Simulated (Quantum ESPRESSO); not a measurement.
# Ta3RuRh3Ga: finding a planted mistake in a log

Simulated, not a measurement. The program is pw.x of Quantum ESPRESSO 7.5 (plane-wave density functional theory). The cell is made up: eight metal atoms on a hexagonal close-packed lattice, with elements, volume, strain and displacements drawn at random and not relaxed, so it may be unstable or far from any real phase. PseudoDojo standard norm-conserving files set the functional (PBE unless stated); there is no spin polarisation or spin-orbit coupling, the Fermi-Dirac width of 0.25 eV means electrons at about 2900 K, and the masses in the input are unused placeholders. Heavy elements are run without spin-orbit coupling, which real alloys of them have. A spin test at this wide smearing found no moment, but such smearing suppresses magnetism that the real alloy may have.

Intended input:

```
&control calculation='scf', pseudo_dir='./dojo.nc.sr.pbe.v0_5.standard.upf', outdir='./o', disk_io='minimal', tprnfor=.true., tstress=.true. /
&system ibrav=0, nat=8, ntyp=4, nbnd=77, ecutwfc=87.97787729, nosym=.true., tot_charge=0,
 occupations='smearing', smearing='fd', degauss=0.0183746611
/
&electrons conv_thr=1.470e-08, electron_maxstep=70, mixing_beta=0.5 /
ATOMIC_SPECIES
Ga 1.0 Ga.upf
Rh 1.0 Rh.upf
Ru 1.0 Ru.upf
Ta 1.0 Ta.upf
CELL_PARAMETERS angstrom
2.9351 0.0 4.6354
2.9351 0.0 -4.6354
-2.9351 5.0838 0.0
ATOMIC_POSITIONS angstrom
Ta -0.0122 -0.0888 -0.0849
Ru -1.53 2.5214 0.0296
Ta 2.91 1.6059 -2.426
Rh 1.5107 4.2671 -2.195
Ta 2.9528 -0.1565 -0.0006
Rh 1.5599 2.526 -0.0251
Rh 2.9686 1.7182 2.323
Ga 1.4922 4.1565 2.2655
K_POINTS automatic
5 5 5 1 1 1
```

The log is shortened where brackets say so; the opening notice, blank lines, dates and the lines on written files are dropped, and the path of the files is cut. It prints rydbergs, bohrs and kilobars, and counts compression as positive stress. Its total energy is the free energy E - TS of the whole cell.

Log of the intended run:

```
     Program PWSCF v.7.5
     Parallel version (MPI & OpenMP), running on       4 processor cores
     Number of MPI processes:                 4
     Threads/MPI process:                     1
     [start-up lines left out]
     bravais-lattice index     =            0
     lattice parameter (alat)  =      10.3680  a.u.
     unit-cell volume          =     933.5233 (a.u.)^3
     number of atoms/cell      =            8
     number of atomic types    =            4
     number of electrons       =       119.00
     number of Kohn-Sham states=           77
     kinetic-energy cutoff     =      87.9779  Ry
     charge density cutoff     =     351.9115  Ry
     scf convergence threshold =      1.5E-08
     mixing beta               =       0.5000
     number of iterations used =            8  plain     mixing
     Exchange-correlation= PBE
                           (   1   4   3   4   0   0   0)
     [axes and pseudopotential details left out]
   Cartesian axes
     site n.     atom                  positions (alat units)
         1        Ta     tau(   1) = (  -0.0022236  -0.0161852  -0.0154743  )
         2        Ru     tau(   2) = (  -0.2788660   0.4595639   0.0053951  )
         3        Ta     tau(   3) = (   0.5303922   0.2927000  -0.4421758  )
         4        Rh     tau(   4) = (   0.2753483   0.7777446  -0.4000725  )
         5        Ta     tau(   5) = (   0.5381932  -0.0285245  -0.0001094  )
         6        Rh     tau(   6) = (   0.2843158   0.4604023  -0.0045749  )
         7        Rh     tau(   7) = (   0.5410730   0.3131684   0.4234025  )
         8        Ga     tau(   8) = (   0.2719764   0.7575860   0.4129222  )
     number of k points=    63  Fermi-Dirac smearing, width (Ry)=  0.0184
                       cart. coord. in units 2pi/alat
        k(    1) = (   0.1869274   0.2158427   0.0000000), wk =   0.0320000
        k(    2) = (   0.1869274   0.4316854   0.0000000), wk =   0.0320000
     [further k points left out]
     Dense  grid:   103961 G-vectors     FFT dimensions: (  64,  64,  72)
     Estimated max dynamical RAM per process >     446.65 MB
     Estimated total dynamical RAM >       1.67 GB
     Initial potential from superposition of free atoms
     starting charge     118.9919, renormalised to     119.0000
     Starting wfcs are   79 randomized atomic wfcs
     total cpu time spent up to now is       11.6 secs
     per-process dynamical memory:   352.9 Mb
     Self-consistent Calculation
     iteration #  1     ecut=    87.98 Ry     beta= 0.50
     Davidson diagonalization with overlap
     ethr =  1.00E-02,  avg # of iterations =  5.0
     total cpu time spent up to now is       43.9 secs
     total energy              =   -1449.02524165 Ry
     estimated scf accuracy    <       1.31519991 Ry
     iteration #  2     ecut=    87.98 Ry     beta= 0.50
     Davidson diagonalization with overlap
     ethr =  1.11E-03,  avg # of iterations =  2.9
     total cpu time spent up to now is       75.5 secs
     total energy              =   -1448.75926592 Ry
     estimated scf accuracy    <       9.51706782 Ry
     [iterations 3 to 16 left out]
     iteration # 17     ecut=    87.98 Ry     beta= 0.50
     Davidson diagonalization with overlap
     ethr =  2.56E-11,  avg # of iterations =  2.0
     total cpu time spent up to now is      472.4 secs
     total energy              =   -1449.64282318 Ry
     estimated scf accuracy    <       0.00000002 Ry
     iteration # 18     ecut=    87.98 Ry     beta= 0.50
     Davidson diagonalization with overlap
     ethr =  2.04E-11,  avg # of iterations =  1.0
     total cpu time spent up to now is      496.7 secs
     End of self-consistent calculation
     [lines on levels left out]
!    total energy              =   -1449.64282318 Ry
     estimated scf accuracy    <          1.3E-09 Ry
     smearing contrib. (-TS)   =      -0.11260923 Ry
     internal energy E=F+TS    =   -1449.53021395 Ry
     The total energy is F=E-TS. E is the sum of the following terms:
     one-electron contribution =    -382.80746576 Ry
     hartree contribution      =     262.02265489 Ry
     xc contribution           =    -277.68872930 Ry
     ewald contribution        =   -1051.05667377 Ry
     convergence has been achieved in  18 iterations
     Forces acting on atoms (cartesian axes, Ry/au):
     atom    1 type  4   force =     0.01216780    0.01422961   -0.01827325
     atom    2 type  3   force =     0.03072919   -0.01343893   -0.01204182
     atom    3 type  4   force =    -0.00843479    0.03241409    0.01520572
     atom    4 type  2   force =    -0.00909264   -0.00159036   -0.03414943
     atom    5 type  4   force =    -0.01518956    0.01532538    0.02795175
     atom    6 type  2   force =    -0.01667633   -0.02696514    0.00990316
     atom    7 type  2   force =    -0.00932411   -0.00398753    0.00283095
     atom    8 type  1   force =     0.01582045   -0.01598712    0.00857292
     Total force =     0.087173     Total SCF correction =     0.000112
     Computing stress (Cartesian axis) and pressure
          total   stress  (Ry/bohr**3)                   (kbar)     P=     -166.61
  -0.00119353   0.00000228   0.00000790         -175.57        0.34        1.16
   0.00000228  -0.00132951   0.00002766            0.34     -195.58        4.07
   0.00000790   0.00002766  -0.00087467            1.16        4.07     -128.67
     init_run     :     10.98s CPU     11.35s WALL (       1 calls)
     electrons    :    477.19s CPU    485.04s WALL (       1 calls)
     forces       :      3.75s CPU      3.77s WALL (       1 calls)
     stress       :     13.78s CPU     13.81s WALL (       1 calls)
     [timing details left out]
     PWSCF        :   8m26.05s CPU   8m34.34s WALL
     JOB DONE.
```

A second run was made from an input with one planted mistake. Its log:

```
     Program PWSCF v.7.5
     Parallel version (MPI & OpenMP), running on       4 processor cores
     Number of MPI processes:                 4
     Threads/MPI process:                     1
     [start-up lines left out]
     bravais-lattice index     =            0
     lattice parameter (alat)  =      10.3680  a.u.
     unit-cell volume          =     933.5233 (a.u.)^3
     number of atoms/cell      =            8
     number of atomic types    =            4
     number of electrons       =       119.00
     number of Kohn-Sham states=           77
     kinetic-energy cutoff     =      87.9779  Ry
     charge density cutoff     =     351.9115  Ry
     scf convergence threshold =      1.5E-08
     mixing beta               =       0.5000
     number of iterations used =            8  plain     mixing
     Exchange-correlation= SLA  PW   NOGX NOGC
                           (   1   4   0   0   0   0   0)
     [axes and pseudopotential details left out]
   Cartesian axes
     site n.     atom                  positions (alat units)
         1        Ta     tau(   1) = (  -0.0022236  -0.0161852  -0.0154743  )
         2        Ru     tau(   2) = (  -0.2788660   0.4595639   0.0053951  )
         3        Ta     tau(   3) = (   0.5303922   0.2927000  -0.4421758  )
         4        Rh     tau(   4) = (   0.2753483   0.7777446  -0.4000725  )
         5        Ta     tau(   5) = (   0.5381932  -0.0285245  -0.0001094  )
         6        Rh     tau(   6) = (   0.2843158   0.4604023  -0.0045749  )
         7        Rh     tau(   7) = (   0.5410730   0.3131684   0.4234025  )
         8        Ga     tau(   8) = (   0.2719764   0.7575860   0.4129222  )
     number of k points=    63  Fermi-Dirac smearing, width (Ry)=  0.0184
                       cart. coord. in units 2pi/alat
        k(    1) = (   0.1869274   0.2158427   0.0000000), wk =   0.0320000
        k(    2) = (   0.1869274   0.4316854   0.0000000), wk =   0.0320000
     [further k points left out]
     Dense  grid:   103961 G-vectors     FFT dimensions: (  64,  64,  72)
     Estimated max dynamical RAM per process >     446.65 MB
     Estimated total dynamical RAM >       1.67 GB
     Initial potential from superposition of free atoms
     starting charge     118.9938, renormalised to     119.0000
     Starting wfcs are   79 randomized atomic wfcs
     total cpu time spent up to now is       13.6 secs
     per-process dynamical memory:   352.9 Mb
     Self-consistent Calculation
     iteration #  1     ecut=    87.98 Ry     beta= 0.50
     Davidson diagonalization with overlap
     ethr =  1.00E-02,  avg # of iterations =  4.7
     total cpu time spent up to now is       51.2 secs
     total energy              =   -1449.36697591 Ry
     estimated scf accuracy    <       1.33784702 Ry
     iteration #  2     ecut=    87.98 Ry     beta= 0.50
     Davidson diagonalization with overlap
     ethr =  1.12E-03,  avg # of iterations =  2.8
     total cpu time spent up to now is       90.7 secs
     total energy              =   -1449.09797527 Ry
     estimated scf accuracy    <       9.71116762 Ry
     [iterations 3 to 15 left out]
     iteration # 16     ecut=    87.98 Ry     beta= 0.50
     Davidson diagonalization with overlap
     ethr =  2.48E-11,  avg # of iterations =  2.0
     total cpu time spent up to now is      500.3 secs
     total energy              =   -1449.99940504 Ry
     estimated scf accuracy    <       0.00000002 Ry
     iteration # 17     ecut=    87.98 Ry     beta= 0.50
     Davidson diagonalization with overlap
     ethr =  1.99E-11,  avg # of iterations =  1.4
     total cpu time spent up to now is      524.5 secs
     End of self-consistent calculation
     [lines on levels left out]
!    total energy              =   -1449.99940504 Ry
     estimated scf accuracy    <          8.7E-09 Ry
     smearing contrib. (-TS)   =      -0.11331491 Ry
     internal energy E=F+TS    =   -1449.88609012 Ry
     The total energy is F=E-TS. E is the sum of the following terms:
     one-electron contribution =    -384.91964710 Ry
     hartree contribution      =     261.61282081 Ry
     xc contribution           =    -275.52259007 Ry
     ewald contribution        =   -1051.05667377 Ry
     convergence has been achieved in  17 iterations
     Forces acting on atoms (cartesian axes, Ry/au):
     atom    1 type  4   force =     0.00694822    0.01102509   -0.02186819
     atom    2 type  3   force =     0.02810578   -0.01243470   -0.00729423
     atom    3 type  4   force =    -0.01017834    0.02984231    0.01186843
     atom    4 type  2   force =    -0.00769417    0.00140193   -0.02442959
     atom    5 type  4   force =    -0.01144074    0.01188555    0.02497927
     atom    6 type  2   force =    -0.01346437   -0.02267690    0.00752876
     atom    7 type  2   force =    -0.00778236   -0.00374983    0.00207104
     atom    8 type  1   force =     0.01550597   -0.01529345    0.00714451
     Total force =     0.075442     Total SCF correction =     0.000187
     Computing stress (Cartesian axis) and pressure
          total   stress  (Ry/bohr**3)                   (kbar)     P=     -282.04
  -0.00197147  -0.00000049   0.00000554         -290.01       -0.07        0.81
  -0.00000049  -0.00208537   0.00002736           -0.07     -306.77        4.03
   0.00000554   0.00002736  -0.00169502            0.81        4.03     -249.35
     init_run     :     12.46s CPU     12.84s WALL (       1 calls)
     electrons    :    502.84s CPU    510.98s WALL (       1 calls)
     forces       :      3.51s CPU      3.52s WALL (       1 calls)
     stress       :     12.53s CPU     12.78s WALL (       1 calls)
     [timing details left out]
     PWSCF        :   8m52.05s CPU   9m 0.87s WALL
     JOB DONE.
```

Question: the log repeats what the program read. Compare it with the intended run: what was wrong in the second input?

Answer: the files are those of another functional. The input lines that differ:

```
- &control calculation='scf', pseudo_dir='./dojo.nc.sr.pbe.v0_5.standard.upf', outdir='./o', disk_io='minimal', tprnfor=.true., tstress=.true. /
+ &control calculation='scf', pseudo_dir='./dojo.nc.sr.lda.v0_4_1.standard.upf', outdir='./o', disk_io='minimal', tprnfor=.true., tstress=.true. /
```

|  | intended run | run with the mistake |
| --- | --- | --- |
| free energy (eV) | -19723.395 | -19728.247 |
| entropy term -TS, part of it (eV) | -1.532 | -1.542 |
| pressure (GPa) | -16.66 | -28.20 |
| size of the largest force component (eV/Å) | 0.878 | 0.767 |
| largest change of a force component (eV/Å) |  | 0.250 |
| iterations | 18 | 17 |

For scale, a rerun of the intended cell at a higher cutoff and on a denser mesh moved values by no more than 0.004 eV in energy, 0.05 GPa in stress and 0.003 eV/Å in force, and a second program with other atomic files agreed on that cell to 2 % rms in force and 0.5 GPa in pressure. Files of another functional or element have another zero of energy, so the energy change says nothing on stability.